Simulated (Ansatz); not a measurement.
# Cs2ZnSe2: settings compared (Ansatz)

Launch command:

```bash
ansatz run input.yaml --threads 1 --pin off --max-ram 2560MiB --backend cpu --events-out ev --progress --plain --runs-dir out
```

Input:

```yaml
crystal:
  lattice:
    - [8.057687, 0.0, 0.0]
    - [0.0, 10.169644, 0.0]
    - [0.0, 0.0, 4.637977]
  atoms:
    - { symbol: Zn, position: [0.5, 0.5, 0.0] }
    - { symbol: Zn, position: [0.0, 0.0, 0.0] }
    - { symbol: Cs, position: [0.39222, 0.83311, 0.5] }
    - { symbol: Cs, position: [0.60778, 0.16689, 0.5] }
    - { symbol: Cs, position: [0.89222, 0.66689, 0.5] }
    - { symbol: Cs, position: [0.10778, 0.33311, 0.5] }
    - { symbol: Se, position: [0.23025, 0.59445, 0.0] }
    - { symbol: Se, position: [0.76975, 0.40555, 0.0] }
    - { symbol: Se, position: [0.73025, 0.90555, 0.0] }
    - { symbol: Se, position: [0.26975, 0.09445, 0.0] }
  symmetry: { tolerance: 0.0003 }
kpoints:
  mp_grid: { grid: [3, 2, 4], shift: [0, 0, 0] }
magnetization:
  spin_polarized: false
scf:
  occupations: { method: fermi_dirac }
hamiltonian:
  pseudopotentials: { kind: paw }
  xc: r2scan
basis:
  ecutwfc: 500
output:
  forces: true
  stress: true
  eigenvalues: true
```

Origin of the cell: a known structure type with other elements, at an estimated volume, so it need not be a known compound.

The smearing width isn't typed, so it takes its default of 0.1 eV.

Output of this run (shortened):

```
SCF iter   1: F=—  HF=-51318.298367 eV  Δρ=7.56e-3  dr2=1.47e-1  dr2_τ=1.85e-2  defer=3
SCF iter   2: F=—  HF=-51318.330104 eV  Δρ=1.53e-3  dr2=1.14e-2  dr2_τ=9.51e-4  defer=45
SCF iter   3: F=—  HF=-51318.325413 eV  Δρ=1.58e-3  dr2=6.51e-3  dr2_τ=1.88e-4  defer=33
SCF iter   4: F=—  HF=-51318.324398 eV  Δρ=3.18e-4  dr2=4.49e-4  dr2_τ=3.04e-5  defer=33
SCF iter   5: F=—  HF=-51318.324453 eV  Δρ=1.35e-4  dr2=6.24e-5  dr2_τ=3.41e-6  defer=29
SCF iter   6: F=—  HF=-51318.324410 eV  Δρ=2.73e-5  dr2=3.68e-6  dr2_τ=9.91e-8  defer=19
SCF iter   7: F=—  HF=-51318.324413 eV  Δρ=7.56e-6  dr2=2.07e-7  dr2_τ=5.75e-9  defer=19
SCF iter   8: F=-51318.324413 eV  HF=-51318.324413 eV  Δρ=2.34e-6  dr2=2.76e-8  dr2_τ=1.17e-9
SCF 1 converged in 8 iterations: F = -51318.324413 eV  dr2 = 2.76e-8
SCF converged after 8 iterations
Free energy (F): -51318.324413 eV
Harris-Foulkes:  -51318.324413 eV  (|F-HF|=9.90e-9)
Internal energy: -51318.324390 eV  (E = F + TS)
E sigma→0 (E₀):  -51318.324401 eV
Entropy (-TS):   -0.000023 eV (-0.002 meV/atom)
Fermi energy:    5.360053 eV
--- Per-component energies (eV) ---
  E_band       = -1947.650520
  E_kinetic    = 1306.077350
  E_local      = -17431.606105  (includes V_loc(G=0)·N_el)
  E_nonlocal   = -1032.493625
  E_hartree    = 8153.505577
  E_xc         = -1292.843768
  E_vxc        = -1083.371766  (∫ρ·V_xc dr)
  E_paw        = -31770.133748  (= ΣΔE_a)
  E_vpaw       = -67.034840  (= ΣTr[D̂ρ^β])
  E_aug_tail   = -0.000934  (compensation charges beyond the density's cutoff)
  E_vtau       = 53.772047  (kinetic-family band-sum trace: ∫τ·v_τ [+ j·A + Jᵃ·Aᵃ] dr)
  E_ewald      = -9243.604334
  E_core_change = -7.224802  (= ΣΔE_core)
  E_smearing   = -0.000023  (= −TS)
  Σ components = -51318.324413   (vs F -51318.324413, Δ=0.00e0)
--- Forces (eV/Å), atoms counted from 1 ---
  atom   1  Zn     0.000000     0.000000     0.000000
[… 4 lines left out …]
  atom   6  Cs    -0.018389    -0.004681     0.000000
  atom   7  Se     1.382869    -0.613778     0.000000
  atom   8  Se    -1.382869     0.613778     0.000000
  atom   9  Se     1.382869     0.613778     0.000000
  atom  10  Se    -1.382869    -0.613778     0.000000
  max |Σ_I F_I| component: 6.66e-16 eV/Å
--- Stress (GPa, compression-positive) ---
       -3.639702       0.000000       0.000000
        0.000000       0.514452      -0.000000
        0.000000      -0.000000       1.642872
  P = ⅓ Tr σ = -0.4941 GPa (-4.941 kbar)
```

The same input was run again with these changes:

1. `hamiltonian.xc` r2scan → pbe
2. `kpoints.mp_grid.grid` [3, 2, 4] → [2, 1, 2]
3. `scf.occupations.method` fermi_dirac → tetrahedron_uncorrected; `hamiltonian.xc` r2scan → pbesol; `scf.n_extra_bands` default → 4
4. `basis.xc_grid` default → 1

| run | end | SCF iterations | P (GPa) | max force component (eV/Å) | moment (μB) | ΔE(σ→0) (meV/atom) |
| --- | --- | --- | --- | --- | --- | --- |
| base | converged | 8 | -0.49 | 1.383 | – | 0 |
| 1 | converged | 8 | 0.23 | 1.136 | – | – |
| 2 | converged | 8 | -0.31 | 1.372 | – | 24.74 |
| 3 | converged | 8 | -1.30 | 1.244 | – | – |
| 4 | converged | 8 | -0.48 | 1.384 | – | -1.65 |

Energies are compared only where functional, datasets, charge and starting cell are the same.

Not properties of the system: run 2 (too coarse or loose: `kpoints.mp_grid.grid` = [2, 1, 2]).

The base run took 32 s on 1 thread of Intel(R) Xeon(R) 6975P-C (Granite Rapids), on a shared host, peak memory 1.5 GiB, from the program's own first density.
